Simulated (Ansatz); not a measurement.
**KRb2VF6 in Ansatz, relaxation**

Input:

```yaml
crystal:
  lattice:
    - [0.0, 4.494792, 4.494792]
    - [4.494792, 0.0, 4.494792]
    - [4.494792, 4.494792, 0.0]
  atoms:
    - { symbol: Rb, position: [0.25, 0.25, 0.25] }
    - { symbol: Rb, position: [0.75, 0.75, 0.75] }
    - { symbol: K, position: [0.5, 0.5, 0.5] }
    - { symbol: F, position: [0.78, 0.22, 0.22] }
    - { symbol: F, position: [0.22, 0.78, 0.22] }
    - { symbol: F, position: [0.22, 0.78, 0.78] }
    - { symbol: F, position: [0.78, 0.22, 0.78] }
    - { symbol: F, position: [0.22, 0.22, 0.78] }
    - { symbol: F, position: [0.78, 0.78, 0.22] }
    - { symbol: V, position: [0.0, 0.0, 0.0] }
  symmetry: { tolerance: 0.0003 }
kpoints:
  mp_grid: { grid: [7, 7, 7], shift: [0, 0, 0] }
magnetization:
  spin_polarized: false
scf:
  occupations: { method: gaussian, width: 0.0368 }
  lower_state_search: "off"
hamiltonian:
  pseudopotentials: { kind: paw }
  xc: r2scan
basis:
  ecutwfc: 500
  fft_grid_basis: typed
relax:
  max_steps: 60
  cell: { p_target: 0.0 }
  f_tol: 0.03
output:
  forces: true
  stress: true
  eigenvalues: true
  bader: true
  populations: true
  elf: true
  write_potential: true
  volumetric_format: npy
  dos:
    e_range: [-12, 8]
    de: 0.05
    projected: { site_lists: { F: [F], K: [K], Rb: [Rb], V: [V] } }
checkpoint:
  read: saved_state
```

Launch command:

```bash
ansatz run input.yaml --threads 2 --pin off --max-ram 3584MiB --backend cpu --events-out ev --progress --plain --runs-dir out
```

Origin of the cell: a database entry, scaled a little.

The saved state is a converged single point of the same cell.

Steps («new basis» is an SCF on plane waves selected anew at the same cell):

```csv
step,ΔF (meV/atom),max force component (eV/Å),P (GPa),volume (Å³),SCF iterations,step was
1,0.0,0.652,-3.19,181.62,8,accepted
2,-11.0,0.273,-1.14,175.36,9,accepted
3,-12.6,0.048,0.11,172.99,8,accepted
4,-12.7,0.005,0.01,172.93,8,accepted
5,-12.1,0.005,0.03,172.93,9,new basis
```

Step 1, with forces in eV/Å:

```xyz
10
Lattice="0.000 4.495 4.495 4.495 0.000 4.495 4.495 4.495 0.000" Properties=species:S:1:pos:R:3:forces:R:3 pbc="T T T" step=1
Rb    2.247    2.247    2.247    0.000    0.000    0.000
Rb    6.742    6.742    6.742    0.000    0.000    0.000
K     4.495    4.495    4.495    0.000    0.000    0.000
F     1.978    4.495    4.495   -0.652    0.000    0.000
F     4.495    1.978    4.495    0.000   -0.652    0.000
F     7.012    4.495    4.495    0.652    0.000    0.000
F     4.495    7.012    4.495    0.000    0.652    0.000
F     4.495    4.495    1.978    0.000    0.000   -0.652
F     4.495    4.495    7.012    0.000    0.000    0.652
V     0.000    0.000    0.000    0.000    0.000    0.000
```

Step 2, with forces in eV/Å:

```xyz
10
Lattice="0.000 4.443 4.443 4.443 0.000 4.443 4.443 4.443 0.000" Properties=species:S:1:pos:R:3:forces:R:3 pbc="T T T" step=2
Rb    2.221    2.221    2.221    0.000    0.000    0.000
Rb    6.664    6.664    6.664    0.000    0.000    0.000
K     4.443    4.443    4.443    0.000    0.000    0.000
F     1.947    4.443    4.443   -0.273    0.000    0.000
F     4.443    1.947    4.443    0.000   -0.273    0.000
F     6.938    4.443    4.443    0.273    0.000    0.000
F     4.443    6.938    4.443    0.000    0.273    0.000
F     4.443    4.443    1.947    0.000    0.000   -0.273
F     4.443    4.443    6.938    0.000    0.000    0.273
V     0.000    0.000    0.000    0.000    0.000    0.000
```

Step 3, with forces in eV/Å:

```xyz
10
Lattice="0.000 4.422 4.422 4.422 0.000 4.422 4.422 4.422 0.000" Properties=species:S:1:pos:R:3:forces:R:3 pbc="T T T" step=3
Rb    2.211    2.211    2.211    0.000    0.000    0.000
Rb    6.634    6.634    6.634    0.000    0.000    0.000
K     4.422    4.422    4.422    0.000    0.000    0.000
F     1.928    4.422    4.422    0.048    0.000    0.000
F     4.422    1.928    4.422    0.000    0.048    0.000
F     6.917    4.422    4.422   -0.048    0.000    0.000
F     4.422    6.917    4.422    0.000   -0.048    0.000
F     4.422    4.422    1.928    0.000    0.000    0.048
F     4.422    4.422    6.917    0.000    0.000   -0.048
V     0.000    0.000    0.000    0.000    0.000    0.000
```

Step 5, with forces in eV/Å:

```xyz
10
Lattice="0.000 4.422 4.422 4.422 0.000 4.422 4.422 4.422 0.000" Properties=species:S:1:pos:R:3:forces:R:3 pbc="T T T" step=5
Rb    2.211    2.211    2.211    0.000    0.000    0.000
Rb    6.633    6.633    6.633    0.000    0.000    0.000
K     4.422    4.422    4.422    0.000    0.000    0.000
F     1.931    4.422    4.422   -0.005    0.000    0.000
F     4.422    1.931    4.422    0.000   -0.005    0.000
F     6.913    4.422    4.422    0.005    0.000    0.000
F     4.422    6.913    4.422    0.000    0.005    0.000
F     4.422    4.422    1.931    0.000    0.000   -0.005
F     4.422    4.422    6.913    0.000    0.000    0.005
V     0.000    0.000    0.000    0.000    0.000    0.000
```

```
Free energy lowered by                                                                 : 12.1 meV/atom
Volume change                                                                          : -4.79 %
Final pressure                                                                         : 0.03 GPa
Relaxation steps listed                                                                : 5
Formation energy (elements under the same functional, gases as molecules, uncorrected) : -3.018 eV/atom
```

Caveats: no spin polarisation, so a magnetic state may lie lower; the relaxation held the start's symmetry, so the end may be a saddle point.

The run took 120 s on 2 threads of Arm Neoverse V1, on a shared host, peak memory 1.1 GiB, from a saved density.
